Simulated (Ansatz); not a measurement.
Geometry optimisation in Ansatz: input, command and trajectory.

```yaml
crystal:
  lattice:
    - [4.0317714899, 0.0, 0.0]
    - [-2.015885745, 3.4916165325, 0.0]
    - [0.0, 0.0, 16.7623715726]
  atoms:
    - { symbol: In, position: [0.3333333333, 0.6666666667, 0.1666581947] }
    - { symbol: In, position: [0.6666666667, 0.3333333333, 0.6666581947] }
    - { symbol: In, position: [0.3333333333, 0.6666666667, 0.3333418053] }
    - { symbol: In, position: [0.6666666667, 0.3333333333, 0.8333418053] }
    - { symbol: Se, position: [0.3333333333, 0.6666666667, 0.5898711337] }
    - { symbol: Se, position: [0.6666666667, 0.3333333333, 0.0898711337] }
    - { symbol: Se, position: [0.3333333333, 0.6666666667, 0.9101288663] }
    - { symbol: Se, position: [0.6666666667, 0.3333333333, 0.4101288663] }
basis:
  ecutwfc: 420
kpoints:
  mp_grid: { grid: [12, 12, 2] }
hamiltonian:
  xc: pbe
scf:
  occupations: { method: gaussian, width: 0.02 }
output:
  forces: true
  stress: true
  eigenvalues: true
relax:
  adjacent_minimum: "off"
  f_tol: 0.005
  max_steps: 50
  cell: { stress_tol: 0.05 }
```

```bash
ansatz run input.yaml --threads 2 --pin off --max-ram 5120MiB --backend cpu --events-out ev --progress --plain --runs-dir out
```

All numbers below come from Ansatz, DFT PBE, scalar-relativistic, plane waves, PAW.

Of 8 frames 8 are shown, positions in Å and forces in eV/Å; the SCF threshold varies from step to step. Steps run on the plane waves of an earlier cell, with a Pulay correction in the pressure. The basis is chosen afresh for the last frame, the zero of the energies, and at times for earlier ones too; energy and pressure step there, also at an unchanged geometry.

```xyz
8
Lattice="4.0318 0.0000 0.0000 -2.0159 3.4916 0.0000 0.0000 0.0000 16.7624" Properties=species:S:1:pos:R:3:forces:R:3 pbc="T T T" step=1 free_energy_over_end_meV_per_atom=15.72 pressure_GPa=1.75
In    0.0000    2.3277    2.7936    0.0000    0.0000   -0.0063
In    2.0159    1.1639   11.1748    0.0000    0.0000   -0.0063
In    0.0000    2.3277    5.5876    0.0000    0.0000    0.0063
In    2.0159    1.1639   13.9688    0.0000    0.0000    0.0063
Se    0.0000    2.3277    9.8876    0.0000    0.0000    0.0175
Se    2.0159    1.1639    1.5065    0.0000    0.0000    0.0175
Se    0.0000    2.3277   15.2559    0.0000    0.0000   -0.0175
Se    2.0159    1.1639    6.8747    0.0000    0.0000   -0.0175
8
Lattice="4.1605 0.0000 0.0000 -2.0802 3.6031 0.0000 0.0000 0.0000 17.5758" Properties=species:S:1:pos:R:3:forces:R:3 pbc="T T T" step=2 free_energy_over_end_meV_per_atom=6.47 pressure_GPa=-0.19
In    0.0000    2.4020    2.9786    0.0000    0.0000    0.1555
In    2.0802    1.2010   11.7665    0.0000    0.0000    0.1555
In    0.0000    2.4020    5.8094    0.0000    0.0000   -0.1555
In    2.0802    1.2010   14.5973    0.0000    0.0000   -0.1555
Se    0.0000    2.4020   10.5641    0.0000    0.0000   -0.1509
Se    2.0802    1.2010    1.7762    0.0000    0.0000   -0.1509
Se    0.0000    2.4020   15.7997    0.0000    0.0000    0.1509
Se    2.0802    1.2010    7.0118    0.0000    0.0000    0.1509
8
Lattice="4.1092 0.0000 0.0000 -2.0546 3.5586 0.0000 0.0000 0.0000 17.7734" Properties=species:S:1:pos:R:3:forces:R:3 pbc="T T T" step=3 free_energy_over_end_meV_per_atom=1.73 pressure_GPa=-0.21
In    0.0000    2.3724    3.0328    0.0000    0.0000   -0.0584
In    2.0546    1.1862   11.9195    0.0000    0.0000   -0.0584
In    0.0000    2.3724    5.8539    0.0000    0.0000    0.0584
In    2.0546    1.1862   14.7406    0.0000    0.0000    0.0584
Se    0.0000    2.3724   10.6531    0.0000    0.0000    0.0495
Se    2.0546    1.1862    1.7664    0.0000    0.0000    0.0495
Se    0.0000    2.3724   16.0070    0.0000    0.0000   -0.0495
Se    2.0546    1.1862    7.1203    0.0000    0.0000   -0.0495
8
Lattice="4.0863 0.0000 0.0000 -2.0431 3.5388 0.0000 0.0000 0.0000 17.9722" Properties=species:S:1:pos:R:3:forces:R:3 pbc="T T T" step=4 free_energy_over_end_meV_per_atom=1.01 pressure_GPa=0.09
In    0.0000    2.3592    3.0781    0.0000    0.0000    0.0279
In    2.0431    1.1796   12.0642    0.0000    0.0000    0.0279
In    0.0000    2.3592    5.9080    0.0000    0.0000   -0.0279
In    2.0431    1.1796   14.8941    0.0000    0.0000   -0.0279
Se    0.0000    2.3592   10.7922    0.0000    0.0000    0.0047
Se    2.0431    1.1796    1.8061    0.0000    0.0000    0.0047
Se    0.0000    2.3592   16.1661    0.0000    0.0000   -0.0047
Se    2.0431    1.1796    7.1800    0.0000    0.0000   -0.0047
8
Lattice="4.0830 0.0000 0.0000 -2.0415 3.5359 0.0000 0.0000 0.0000 18.1437" Properties=species:S:1:pos:R:3:forces:R:3 pbc="T T T" step=5 free_energy_over_end_meV_per_atom=0.81 pressure_GPa=0.19
In    0.0000    2.3573    3.1280    0.0000    0.0000   -0.0288
In    2.0415    1.1786   12.1998    0.0000    0.0000   -0.0288
In    0.0000    2.3573    5.9439    0.0000    0.0000    0.0288
In    2.0415    1.1786   15.0157    0.0000    0.0000    0.0288
Se    0.0000    2.3573   10.9270    0.0000    0.0000   -0.0088
Se    2.0415    1.1786    1.8552    0.0000    0.0000   -0.0088
Se    0.0000    2.3573   16.2885    0.0000    0.0000    0.0088
Se    2.0415    1.1786    7.2167    0.0000    0.0000    0.0088
8
Lattice="4.0892 0.0000 0.0000 -2.0446 3.5414 0.0000 0.0000 0.0000 18.3355" Properties=species:S:1:pos:R:3:forces:R:3 pbc="T T T" step=6 free_energy_over_end_meV_per_atom=0.62 pressure_GPa=0.00
In    0.0000    2.3609    3.1707    0.0000    0.0000    0.0032
In    2.0446    1.1805   12.3385    0.0000    0.0000    0.0032
In    0.0000    2.3609    5.9971    0.0000    0.0000   -0.0032
In    2.0446    1.1805   15.1648    0.0000    0.0000   -0.0032
Se    0.0000    2.3609   11.0668    0.0000    0.0000    0.0027
Se    2.0446    1.1805    1.8990    0.0000    0.0000    0.0027
Se    0.0000    2.3609   16.4365    0.0000    0.0000   -0.0027
Se    2.0446    1.1805    7.2688    0.0000    0.0000   -0.0027
8
Lattice="4.0884 0.0000 0.0000 -2.0442 3.5407 0.0000 0.0000 0.0000 18.4608" Properties=species:S:1:pos:R:3:forces:R:3 pbc="T T T" step=7 free_energy_over_end_meV_per_atom=0.61 pressure_GPa=0.00
In    0.0000    2.3605    3.2025    0.0000    0.0000   -0.0001
In    2.0442    1.1802   12.4328    0.0000    0.0000   -0.0001
In    0.0000    2.3605    6.0279    0.0000    0.0000    0.0001
In    2.0442    1.1802   15.2583    0.0000    0.0000    0.0001
Se    0.0000    2.3605   11.1608    0.0000    0.0000   -0.0002
Se    2.0442    1.1802    1.9304    0.0000    0.0000   -0.0002
Se    0.0000    2.3605   16.5304    0.0000    0.0000    0.0002
Se    2.0442    1.1802    7.3000    0.0000    0.0000    0.0002
8
Lattice="4.0884 0.0000 0.0000 -2.0442 3.5407 0.0000 0.0000 0.0000 18.4608" Properties=species:S:1:pos:R:3:forces:R:3 pbc="T T T" step=8 free_energy_over_end_meV_per_atom=0.00 pressure_GPa=0.01
In    0.0000    2.3605    3.2025    0.0000    0.0000   -0.0006
In    2.0442    1.1802   12.4328    0.0000    0.0000   -0.0006
In    0.0000    2.3605    6.0279    0.0000    0.0000    0.0006
In    2.0442    1.1802   15.2583    0.0000    0.0000    0.0006
Se    0.0000    2.3605   11.1608    0.0000    0.0000    0.0005
Se    2.0442    1.1802    1.9304    0.0000    0.0000    0.0005
Se    0.0000    2.3605   16.5304    0.0000    0.0000   -0.0005
Se    2.0442    1.1802    7.3000    0.0000    0.0000   -0.0005
```

The run took 2.5 min on 2 threads of Arm Neoverse V2, with other jobs on the host, peak memory 0.88 GiB.

The cell holds layers, and where no dispersion correction was added their binding is poorly described.